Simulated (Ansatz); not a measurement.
K2NaAsF6: zone-centre modes

Theory: DFT PBEsol, scalar-relativistic, plane waves, PAW in Ansatz. The runs took a 420 eV cutoff, a Γ-centred 6×6×6 mesh and Gaussian smearing (0.05 eV). No spin polarisation.

The undisturbed cell (relaxed at this level; it needn't be the usual structure):

```yaml
crystal:
  lattice:
    - [0.00000, 4.26829, 4.26829]
    - [4.26829, 0.00000, 4.26829]
    - [4.26829, 4.26829, 0.00000]
  atoms:
    - { symbol: K, position: [0.25000, 0.25000, 0.25000] }
    - { symbol: K, position: [0.75000, 0.75000, 0.75000] }
    - { symbol: Na, position: [0.50000, 0.50000, 0.50000] }
    - { symbol: As, position: [0.00000, 0.00000, 0.00000] }
    - { symbol: F, position: [0.23935, 0.23935, 0.76065] }
    - { symbol: F, position: [0.23935, 0.76065, 0.76065] }
    - { symbol: F, position: [0.76065, 0.76065, 0.23935] }
    - { symbol: F, position: [0.23935, 0.76065, 0.23935] }
    - { symbol: F, position: [0.76065, 0.23935, 0.76065] }
    - { symbol: F, position: [0.76065, 0.23935, 0.23935] }
```

Harmonic modes by finite displacements of 0.02 Å, without the LO–TO term.

**Question.** At this geometry, is the structure stable against these modes?

**Answer.** No: 3 modes are unstable, the strongest at 76i cm⁻¹.

**Question.** List the wavenumbers in cm⁻¹.

**Answer.** 76i, 76i, 76i, 0, 0, 0, 49, 49, 49, 69, 69, 69, 101, 101, 101, 147, 147, 147, 195, 195, 195, 253, 253, 253, 313, 313, 313, 349, 349, 497.

Cost: 1 run of about 2.1 core-minutes, on Arm Neoverse V2 (shared hosts).